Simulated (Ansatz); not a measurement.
ZrNi:
```
ZrNi
1.0
    1.63161    -5.01404     0.00000
    1.63161     5.01404     0.00000
    0.00000     0.00000     4.04399
Zr Ni
2 2
Direct
  0.63807   0.36193   0.25000
  0.36193   0.63807   0.75000
  0.91693   0.08307   0.25000
  0.08307   0.91693   0.75000
```

Relaxed with r²SCAN. Special points in fractions of this cell's reciprocal vectors: Γ (0.000, 0.000, 0.000); Y (-0.500, 0.500, 0.000); C0 (-0.276, 0.724, 0.000); Σ0 (0.276, 0.276, 0.000); Z (0.000, 0.000, 0.500); A0 (0.276, 0.276, 0.500); E0 (-0.276, 0.724, 0.500); T (-0.500, 0.500, 0.500); S (0.000, 0.500, 0.000); R (0.000, 0.500, 0.500).

Problem. List the band energies nearest the Fermi level at these points for r²SCAN in the plane-wave PAW code Ansatz.

Solution. In eV from the Fermi level; about four levels below and three above (degenerate sets whole), none deeper than 8.9 eV; points with the same levels are listed once.

```csv
k,below,above
Γ,-1.92 -1.78 -1.54 -0.17,0.58 0.73 1.26
Y,-1.88 -1.84 -1.81 -0.70,0.51 0.57 1.50
C0,-1.45 -1.13 -1.02 -0.06,0.37 1.26 2.50
Z,-1.83 -1.83 -0.66 -0.66,0.64 0.64 1.22 1.22
A0,-1.45 -1.45 -0.61 -0.61,0.57 0.57 0.94 0.94
T,-1.88 -1.88 -1.16 -1.16,1.00 1.00 2.07 2.07
S,-1.39 -1.37 -0.93 0.00,0.24 1.05 2.18
R,-1.39 -1.39 -0.24 -0.24,0.13 0.13 0.83 0.83
```

Space group Cmcm. The workflow started from a Materials Project entry (that database holds measured and hypothetical structures alike); the Crystallography Open Database files this formula in space group No. 63, but the cells were not matched. Whether it is the stable phase at ambient conditions was not checked. The cell was relaxed with r²SCAN under the symmetry of its start; its stability against distortions is not shown here. No spin polarisation was allowed. Spin–orbit coupling is left out wherever it is not named.

Potentials: the later of the program's two PAW sets.
